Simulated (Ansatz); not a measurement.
ZnO (P6_3mc): from strained cells to moduli

```yaml
crystal:
  lattice:
    - [3.18714, 0.00000, 0.00000]
    - [-1.59357, 2.76015, 0.00000]
    - [0.00000, 0.00000, 5.15244]
  atoms:
    - { symbol: Zn, position: [0.33333, 0.66667, 0.50028] }
    - { symbol: Zn, position: [0.66667, 0.33333, 0.00028] }
    - { symbol: O, position: [0.66667, 0.33333, 0.37873] }
    - { symbol: O, position: [0.33333, 0.66667, 0.87873] }
```

The conventional cell has a = 3.187 Å, b = 3.187 Å, c = 5.152 Å, α = 90.00°, β = 90.00°, γ = 120.00°. Zn (atom 1) is surrounded by 4 O at 1.94 to 1.95 Å. O (atom 3) is surrounded by 4 Zn at 1.94 to 1.95 Å.

Unless marked otherwise, the numbers come from LDA, all-electron LAPW in Ansatz 0.2.0, scalar-relativistic. k mesh 8×8×4, fixed occupations, basis error target 1 meV/atom. The cell was relaxed by PAW under this functional, which moved its volume by -5 % from the database entry's.

The cell is hexagonal and carries a residual pressure of 0.03 GPa at this level. Each strain component that symmetry leaves independent is applied at ±0.005, the ions relax wherever a strain frees them, and the stress (tension positive, GPa) is read. Shears are engineering strains, γ = 2ε.

```csv
strain,size,σxx,σyy,σzz,σyz,σxz,σxy
xx,-0.005,-1.1504,-0.7419,-0.6582,0.0000,0.0000,0.0000
xx,+0.005,1.0663,0.6490,0.5810,0.0000,0.0000,0.0000
zz,-0.005,-0.6687,-0.6687,-1.2249,0.0000,0.0000,0.0000
zz,+0.005,0.5706,0.5706,1.1656,0.0000,0.0000,0.0000
yz,-0.005,-0.0368,-0.0350,-0.0295,-0.1899,0.0000,0.0000
yz,+0.005,-0.0368,-0.0350,-0.0295,0.1899,0.0000,0.0000
```

A central difference gives one constant, for example C11 ≈ (1.0663 − (-1.1504))/(0.01) = 221.7 GPa; the program then imposes the crystal's symmetry on the whole matrix.

Question: What are the independent elastic constants?

Answer: C11 = 221.7, C12 = 139.1, C13 = 123.9, C33 = 239.1, C44 = 38.0 GPa.

Question: Is the crystal stable against homogeneous strain?

Answer: The least eigenvalue of the 6×6 matrix is 38.0 GPa, so yes.

Question: What moduli does a random aggregate of grains have?

Answer: Voigt and Reuss bounds: B from 161.8 to 161.8 and G from 42.2 to 43.1 GPa; their means are B = 161.8 and G = 42.7 GPa. Then E = 9BG/(3B + G) = 117.6 GPa, ν = (3B − 2G)/(6B + 2G) = 0.379 and B/G = 3.79, on the ductile side of Pugh's 1.75 (a rule of thumb, made for metals; it doesn't predict ductility here).

Question: With the density of 5.963 g/cm³, how fast does sound travel, and what Debye temperature follows?

Answer: 

```
direction  slow (m/s)  middle (m/s)  fast (m/s)
        x        2524          2632        6097
        y        2524          2632        6097
        z        2524          2524        6332
```

The mean of v⁻³ over directions and branches gives v_m = 3013 m/s and θ_D = (ħ/k_B) v_m (6π²n)^(1/3) = 399 K, n being atoms per volume. Young's modulus spans 108 to 154 GPa over directions, and the universal anisotropy index is 0.12.

Question: How far do the constants move if PAW replaces LAPW in the same cell?

Answer: 

```json
{"constant": "C11", "LAPW (GPa)": "221.7", "PAW (GPa)": "219.8", "difference": "-1.9"}
{"constant": "C12", "LAPW (GPa)": "139.1", "PAW (GPa)": "138.1", "difference": "-1.0"}
{"constant": "C13", "LAPW (GPa)": "123.9", "PAW (GPa)": "123.5", "difference": "-0.4"}
{"constant": "C33", "LAPW (GPa)": "239.1", "PAW (GPa)": "238.3", "difference": "-0.8"}
{"constant": "C44", "LAPW (GPa)": "38.0", "PAW (GPa)": "37.7", "difference": "-0.3"}
```

Limits of these numbers: constants at zero field, no piezoelectric stiffening; the frozen-core PAW files of the compared runs were fitted under PBE, their cores solved anew for this functional.
